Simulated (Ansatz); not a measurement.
HfO$_{2}$:
Space group P4₂/mnm (No. 136); a = 4.8301 Å, b = 4.8301 Å, c = 3.2097 Å, α = 90.00°, β = 90.00°, γ = 90.00°

| atom | site | symmetry | x | y | z |
|---|---|---|---|---|---|
| Hf | 2a | m.mm | 0.0000 | 0.0000 | 0.0000 |
| O | 4f | m.2m | 0.3050 | 0.3050 | 0.0000 |

Relaxed with PBEsol. The program Ansatz at the PBEsol level (PAW) gives a gap of 3.89 eV.

Task: What gap does HSE06 give on the same cell (Ansatz, PAW)?

Result: 5.66 eV, 1.77 eV more. The hybrid was solved on a coarser mesh and at special points; its gap is the smallest among all of these.

```csv
k,v1 PBEsol,c1 PBEsol,v1 HSE06,c1 HSE06
Γ,0.00,3.89,0.00,5.66
Z,-0.96,5.57,?,?
M,-0.74,4.16,?,?
A,-0.47,5.09,?,?
R,-0.87,4.12,?,?
X,-0.64,4.58,-0.69,6.37
```

Task: Top valence (v1) and lowest conduction level (c1) in eV from each method's valence maximum (which need not be a listed point): supply the withheld HSE06 values.

Result: 
- M, v1 HSE06: -0.80
- M, c1 HSE06: 5.93
- Z, v1 HSE06: -1.03
- Z, c1 HSE06: 7.39
- R, v1 HSE06: -0.94
- R, c1 HSE06: 5.89
- A, v1 HSE06: -0.51
- A, c1 HSE06: 6.91

Cost on shared cores: the PBEsol run (SCF on a 6×6×9 mesh, then bands and DOS) about 50 core-seconds (a rough figure), the HSE06 run (SCF on 4×4×5, then a few points) very roughly 4 core-minutes; the tasks are unlike.

Space group P4_2/mnm (rutile). The first step of the workflow began from a Materials Project structure, measured or hypothetical; the Crystallography Open Database copy checked does not list it. It is not the phase usual at ambient conditions (space group No. 14, 29). Symmetry was held in the PBEsol relaxation; whether a distortion lowers the energy is not shown. The run is not spin-polarised. Spin–orbit coupling is left out wherever it is not named.

Potentials: the later of the program's two PAW sets.
